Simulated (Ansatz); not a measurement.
All numbers below come from DFT PBE, scalar-relativistic, plane waves, PAW in Ansatz 0.2.0. All cells share a 420 eV cutoff and Γ-centred k meshes spaced about 0.3 Å⁻¹ or finer (0.25 for metals, 2π included). Collinear spin where magnetic atoms keep a moment.

Temperature and zero-point effects are left out.

Compare these two cells of FePb₂O₄, each relaxed at this level.

A. (ferromagnetic moments up to 2.7 μB)

```cif
data_structure
_symmetry_space_group_name_H-M 'P-42m'
_symmetry_Int_Tables_number 111
_cell_length_a 5.9184
_cell_length_b 5.9184
_cell_length_c 3.6639
_cell_angle_alpha 90.000
_cell_angle_beta 90.000
_cell_angle_gamma 90.000
_cell_volume 128.34
loop_
_atom_site_label
_atom_site_type_symbol
_atom_site_symmetry_multiplicity
_atom_site_Wyckoff_symbol
_atom_site_fract_x
_atom_site_fract_y
_atom_site_fract_z
_atom_site_occupancy
Fe1 Fe 1 a 0.00000 0.00000 0.00000 1
Pb1 Pb 2 f 0.00000 0.50000 0.50000 1
O1 O 4 n 0.79559 0.79559 0.15878 1
```

B. (ferromagnetic moments up to 2.3 μB)

```cif
data_structure
_symmetry_space_group_name_H-M 'I4/mmm'
_symmetry_Int_Tables_number 139
_cell_length_a 5.8320
_cell_length_b 5.8320
_cell_length_c 6.6647
_cell_angle_alpha 90.000
_cell_angle_beta 90.000
_cell_angle_gamma 90.000
_cell_volume 226.68
loop_
_atom_site_label
_atom_site_type_symbol
_atom_site_symmetry_multiplicity
_atom_site_Wyckoff_symbol
_atom_site_fract_x
_atom_site_fract_y
_atom_site_fract_z
_atom_site_occupancy
Fe1 Fe 2 a 0.00000 0.00000 0.00000 1
Pb1 Pb 4 d 0.00000 0.50000 0.25000 1
O1 O 8 h 0.21928 0.21928 0.00000 1
```

Question: Which form is favoured at zero pressure, and by what margin per atom?

Answer: A is lower, by 46 meV/atom. A has space group P-42m (No. 111), 18.3 Å³/atom and no gap on its mesh; B has space group I4/mmm (No. 139), 16.2 Å³/atom and no gap. Counting O atoms around Fe and Pb (those within 1.25 times the shortest such distance or 1.15 times the sum of covalent radii; the shortest distance is added where it exceeds 1.18 times the sum of covalent radii), A has Fe 4, Pb 4 and B has Fe 4, Pb 8 from 2.7 Å. The lower one is the more open, so pressure narrows the difference. In A, around Fe lie 4 O at 1.81 Å; around Pb lie 4 O at 2.47 Å; O has 1 Fe at 1.81 Å and 2 Pb at 2.47 Å. In B, Fe is surrounded by 4 O at 1.81 Å; Pb has 8 O at 2.66 Å; O has 1 Fe at 1.81 Å, 2 O at 2.56 Å and 4 Pb at 2.66 Å. Both come from trial cells of a structure search, whose lowest cell (K2NiF4 type, I4/mmm, 13.9 Å³/atom) lies 60 meV/atom below the lower of the two.

Spin–orbit coupling, which can matter for Pb, is left out. No Hubbard U is applied to the open shell of Fe. Another magnetic order may lie lower. In such compounds a missing gap is often an artefact of a semilocal functional without U, since the open shell pins the Fermi level. Cells relaxed within their symmetry can be saddle points. Some candidate types were left out of the draw beforehand, so a known form may be missing.
